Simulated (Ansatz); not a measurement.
Relaxed SiO2 (rutile):

```xyz
6
Lattice="4.2359 0.0000 0.0000 0.0000 4.2359 0.0000 0.0000 0.0000 2.6899" Properties=species:S:1:pos:R:3 pbc="T T T"
Si     2.1179     2.1179     1.3450
Si     0.0000     0.0000     0.0000
O      3.4183     3.4183     1.3450
O      1.3004     2.9355     0.0000
O      2.9355     1.3004     0.0000
O      0.8176     0.8176     1.3450
```

Calculation: PBE (plane waves to 420 eV, PAW, scalar-relativistic; Ansatz, a program for electronic structure). k mesh 6×6×10 (Γ-centred), Fermi-Dirac smearing 0.05 eV. SiO2 was relaxed with its symmetry unable to fall. The PAW data are Ansatz's earlier set.

One atom of the cell was then moved (with its periodic images), all else fixed, and the forces (eV/Å) came out as:

```tsv
atom	Fx	Fy	Fz
Si1	-0.271	0.178	0.000
Si2	0.021	-0.015	0.000
O3	-0.008	0.004	0.000
O4	-0.170	0.178	0.000
O5	0.740	-0.336	0.000
O6	-0.311	-0.009	0.000
```

Problem. Which atom was moved, and by which vector (Å)?

Solution. O5, by (-0.04, 0.00, 0.00), 0.04 Å in all.

(For displaced atoms, the force is minus the slope of the energy, and its curvature is a force constant, which sets phonon frequencies.)
